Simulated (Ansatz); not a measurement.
Y3In5 in space group Cmcm (No. 63; Pearson symbol oS32), r²SCAN (plane waves, PAW; program Ansatz), all energies at zero smearing, with the estimated change up to a 700 eV cutoff added, with one set of potentials and settings (totals compare only within such a set). Cell of 16 atoms (6 Y, 10 In): -79287.320 eV.

```
element                reference phase  E (eV/atom)
-------  -----------------------------  -----------
Y        P6_3/mmc, 2 atoms in the cell   -3859.7274
In         I4/mmm, 1 atoms in the cell   -5611.8812
```

Formation energy per atom, worked out: (-79287.320 − 6×(-3859.7274) − 10×(-5611.8812))/16 = -0.634 eV/atom (-61 kJ per mol of atoms), at 0 K, without zero-point energy or fitted corrections.

The first step of the workflow began from a Materials Project structure, measured or hypothetical; the Crystallography Open Database copy checked does not list it. Whether it is the stable phase at ambient conditions was not checked. Symmetry was held in the r²SCAN relaxation; whether a distortion lowers the energy is not shown. The run is not spin-polarised. The references are the lowest solids computed at this level, not always the standard phases.

Potentials: the earlier of the program's two PAW sets.
